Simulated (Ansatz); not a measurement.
LiTaO3:
```
CELL_PARAMETERS angstrom
      3.91993     0.00000     0.00000
      0.00000     3.91993     0.00000
      0.00000     0.00000     4.00237
ATOMIC_POSITIONS crystal
  Ta 0.50000 0.50000 0.40910
  Li 0.00000 0.00000 0.15094
  O  0.50000 0.50000 0.86630
  O  0.50000 0.00000 0.33983
  O  0.00000 0.50000 0.33983
```

This is the PBEsol-relaxed structure. x, y and z are the axes in which the lattice vectors are written.

Task: All from PBEsol in the plane-wave PAW code Ansatz, unless another level is named. Estimate the Hill bulk and shear moduli.

Result: 157 and 76.6 GPa.

Task: Predict the elastic constants (relaxed ions, GPa).

Result: C11 = 350, C12 = 45.0, C13 = 98.2, C33 = 238, C44 = 46.2, C66 = 97.9.

Task: Give the piezoelectric stress constants (proper, relaxed ions, C/m²).

Result: e15 = e24 = 1.30, e31 = e32 = 0.07, e33 = 3.54.

Space group P4mm. The start of the workflow was typed in or built on a structure type; neither database checked (COD, Materials Project) lists it. It is not the phase usual at ambient conditions (space group No. 161). Symmetry was held in the PBEsol relaxation. At this level the phase is dynamically unstable (imaginary phonons). The run is not spin-polarised. Signs of piezoelectric constants follow the polarity of the cell as given. Spin–orbit coupling is left out wherever it is not named.

Potentials: the later of the program's two PAW sets.
